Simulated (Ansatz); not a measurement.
# HfGaPd: computed property card

HfGaPd:
```yaml
crystal:
  lattice:
    - [7.15277, 0.00000, 0.00000]
    - [-3.57639, 6.19448, 0.00000]
    - [0.00000, 0.00000, 6.92175]
  atoms:
    - { symbol: Hf, position: [0.02155, 0.40892, 0.75000] }
    - { symbol: Hf, position: [0.38737, 0.97845, 0.75000] }
    - { symbol: Hf, position: [0.59108, 0.61263, 0.75000] }
    - { symbol: Hf, position: [0.40892, 0.02155, 0.25000] }
    - { symbol: Hf, position: [0.97845, 0.38737, 0.25000] }
    - { symbol: Hf, position: [0.61263, 0.59108, 0.25000] }
    - { symbol: Ga, position: [0.73132, 0.00000, 0.50000] }
    - { symbol: Ga, position: [0.26868, 0.26868, 0.00000] }
    - { symbol: Ga, position: [0.00000, 0.73132, 0.50000] }
    - { symbol: Ga, position: [0.73132, 0.00000, 0.00000] }
    - { symbol: Ga, position: [0.26868, 0.26868, 0.50000] }
    - { symbol: Ga, position: [0.00000, 0.73132, 0.00000] }
    - { symbol: Pd, position: [0.33333, 0.66667, 0.03172] }
    - { symbol: Pd, position: [0.33333, 0.66667, 0.46828] }
    - { symbol: Pd, position: [0.66667, 0.33333, 0.53172] }
    - { symbol: Pd, position: [0.66667, 0.33333, 0.96828] }
    - { symbol: Pd, position: [0.00000, 0.00000, 0.25000] }
    - { symbol: Pd, position: [0.00000, 0.00000, 0.75000] }
```

Space group P-62c (No. 190); conventional cell a = 7.153 Å, b = 7.153 Å, c = 6.922 Å, α = 90.00°, β = 90.00°, γ = 120.00°.

Method: DFT-r²SCAN in the program Ansatz with PAW potentials. Structure relaxed to zero pressure with the same functional. Other levels are named where they apply.

Cell and energy:

| Item | Result |
|---|---|
| Volume per atom | 17.04 Å³ |
| Density | 11.52 g/cm³ |
| Formation energy from the elements (no fitted shifts) | -0.75 eV/atom |

Electronic structure:

| Item | Value |
|---|---|
| Electronic character | metallic (no gap) |
| Density of states at the Fermi level | 0.36 states/eV per atom (mean over ±0.08 eV) |

The workflow started from a Materials Project entry (that database holds measured and hypothetical structures alike); the Crystallography Open Database files this formula in space group No. 190, but the cells were not matched. Its standing as an ambient phase is unchecked. The r²SCAN relaxation kept the symmetry of its start; its stability against distortions is not shown here. No spin polarisation was allowed. Axis ratios of metals converge slowly with the k-mesh, so a and c are less sure than the volume. The references are the lowest solids computed at this level, not always the standard phases. Scalar-relativistic: spin–orbit coupling is off unless named, which matters more the heavier the elements.

Potentials: the later of the program's two PAW sets.
